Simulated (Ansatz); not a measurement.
A distorted cell of AlNi (CsCl type):

```yaml
crystal:
  lattice:
    - [2.89266, 0.00000, 0.00000]
    - [0.00000, 2.89266, 0.00000]
    - [0.00000, 0.00000, 2.89266]
  atoms:
    - { symbol: Al, position: [0.00000, 0.00000, 0.00000] }
    - { symbol: Ni, position: [0.43237, 0.43237, 0.59565] }
```

All values below come from PBE (plane waves to 420 eV, PAW, scalar-relativistic; Ansatz, a program for electronic structure). k mesh 13×13×13 (Γ-centred), Fermi-Dirac smearing 0.05 eV. Energies are smeared free energies. Compression counts positive. With partly filled bands, energies and forces of such displacements shift with the k mesh and the smearing. AlNi is run without spin polarisation. AlNi was relaxed with its symmetry unable to fall. The PAW data are Ansatz's earlier set.

Task: What forces act on the atoms (eV/Å, Cartesian)?

Result: 
| atom | Fx | Fy | Fz |
|---|---|---|---|
| Al1 | -1.589 | -1.589 | 2.006 |
| Ni2 | 1.589 | 1.589 | -2.006 |

Task: What is the stress tensor (GPa)?

Result: 
```
   11.1      6.4     -8.1
    6.4     11.1     -8.1
   -8.1     -8.1      8.7
```
The pressure, a third of the trace, is 10.3 GPa.

Task: In it atom 2 sits (-0.196, -0.196, 0.277) Å away from its relaxed site. What is its energy relative to the relaxed cell?

Result: 508 meV/cell.

(For displaced atoms, the force is minus the slope of the energy, and its curvature is a force constant, which sets phonon frequencies.)
